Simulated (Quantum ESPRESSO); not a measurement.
```
SiC
1.0
    3.13767     0.00000     0.00000
   -1.56884     2.71730     0.00000
    0.00000     0.00000     5.14919
C Si
2 2
Direct
  0.33333   0.66667   0.87540
  0.66667   0.33333   0.37540
  0.33333   0.66667   0.49960
  0.66667   0.33333   0.99960
```

The PBEsol cell relaxed from Materials Project entry mp-7140 was given an isotropic strain of +2 % on all lattice vectors, and the atoms were relaxed again.

Question: What does PBEsol (Quantum ESPRESSO, PseudoDojo norm-conserving, 82 Ry, scalar-relativistic) give for the electronic structure near the Fermi level?

Answer: The PBEsol gap is indirect, 2.23 eV, from Γ to K; the smallest direct gap is 3.74 eV.
